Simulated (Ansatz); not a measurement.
**Ag (P6_3/mmc): elasticity against pressure**

```xyz
2
Lattice="2.8277 0.0000 0.0000 -1.4139 2.4489 0.0000 0.0000 0.0000 4.6341" Properties=species:S:1:pos:R:3 pbc="T T T"
Ag    0.0000    1.6326    1.1585
Ag    1.4139    0.8163    3.4756
```

This is the zero-pressure cell. At each pressure cell and atoms are relaxed in this structure, and the constants are slopes of the stress at strains of ±0.005 with relaxed ions (the coefficients that govern stability under load). Level: LDA, PAW on Ansatz 0.2.0's default frozen-core files (fitted under PBE), scalar-relativistic; k mesh 18×18×10, strains of ±0.005, Fermi-Dirac smearing of 0.100 eV, cutoff 420 eV. P is the pressure of the relaxed cell, less that of this one.

```csv
P (GPa),V/V₀,C11 (GPa),C12 (GPa),C13 (GPa),C33 (GPa),C44 (GPa)
0.00,1.0000,191.0,127.3,95.8,218.5,27.8
0.98,0.9931,198.0,132.7,99.7,226.8,28.7
1.99,0.9862,205.2,138.3,103.7,235.5,29.7
4.01,0.9733,219.2,149.2,111.8,252.6,31.6
7.00,0.9561,239.4,164.9,123.5,277.3,34.4
10.00,?,?,?,?,?,?
15.00,0.9177,291.1,205.5,153.8,340.9,41.3
```

Question: Does the bulk modulus from the constants agree with the pressure-volume curve?

Answer: A third-order Birch-Murnaghan fit to the volumes shown (F against f, f = [(V₀/V)^(2/3) − 1]/2) gives B₀ = 137.5 GPa and B′ = 5.6. Its −V dP/dV stands beside the Reuss value 1/ΣS_ij (i, j ≤ 3):

```
P (GPa)  from P(V)  from the constants
   0.00      137.5               137.6
   0.98      143.0               143.0
   1.99      148.6               148.6
   4.01      159.5               159.6
   7.00      175.4               175.5
  15.00      216.7               216.6
```

Question: What are the pressure derivatives at zero pressure?

Answer: Slopes at V₀ of quadratic fits in −ln(V/V₀) through the first four rows shown, divided by B₀: dC11/dP = 7.3, dC12/dP = 5.6, dC13/dP = 4.0, dC33/dP = 8.6, dC44/dP = 0.9. The mean slopes up to 2.0 GPa are 7.1, 5.5, 4.0, 8.5, 0.9; curvature and scatter of the constants part the two.

Question: Fill the row at 10.00 GPa.

Answer: Cubic fits in −ln(V/V₀) through all rows shown give C11 = 259.1, C12 = 180.3, C13 = 135.0, C33 = 301.6, C44 = 37.0 GPa. Computed: V/V₀ = 0.9406, C11 (GPa) = 259.2, C12 (GPa) = 180.3, C13 (GPa) = 135.0, C33 (GPa) = 301.5, C44 (GPa) = 37.0.

Question: Does a shear stiffness soften?

Answer: C44 goes from 27.8 to 41.3 GPa; (C11 − C12)/2 goes from 31.8 to 42.8 GPa. Neither ends more than 3 % under its start, and the lattice stays mechanically stable over this range.

Limits of these numbers: the structure is a database entry and needn't be the stable phase; no other phase was computed; many crystals of this kind change structure within this range, and rows or crossings beyond such a change describe a metastable lattice; frozen-core PAW files fitted under PBE, their cores solved anew for the functional of the run; responses of metals move with mesh and smearing; elastic stability says nothing of phonons or of other phases; phonons weren't checked at these pressures.
